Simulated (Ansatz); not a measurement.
BaHCl:
```yaml
crystal:
  lattice:
    - [4.40039, 0.00000, 0.00000]
    - [0.00000, 4.40039, 0.00000]
    - [0.00000, 0.00000, 7.23578]
  atoms:
    - { symbol: Ba, position: [0.00000, 0.50000, 0.79250] }
    - { symbol: Ba, position: [0.50000, 0.00000, 0.20750] }
    - { symbol: H, position: [0.50000, 0.50000, 0.00000] }
    - { symbol: H, position: [0.00000, 0.00000, 0.00000] }
    - { symbol: Cl, position: [0.50000, 0.00000, 0.65392] }
    - { symbol: Cl, position: [0.00000, 0.50000, 0.34608] }
```

The program Ansatz at the r²SCAN level (PAW) gives a gap of 3.79 eV without spin–orbit coupling, maximum at Z, minimum at Z.

Q: What happens when spin–orbit coupling is switched on?

A: The gap stays essentially unchanged, to 3.79 eV; maximum at Z, minimum at Z.

Q: Give the electron effective mass with spin–orbit coupling.

A: 0.48, 0.48, 0.78 mₑ (principal values).

Q: Give the hole effective mass with spin–orbit coupling.

A: 0.48, 13, 13 mₑ (principal values).

Space group P4/nmm. The workflow started from a Materials Project entry (that database holds measured and hypothetical structures alike); the Crystallography Open Database files this formula in space group No. 129, but the cells were not matched. Its standing as an ambient phase is unchecked. The cell was relaxed with r²SCAN under the symmetry of its start; its stability against distortions is not shown here.

Potentials: the later of the program's two PAW sets.
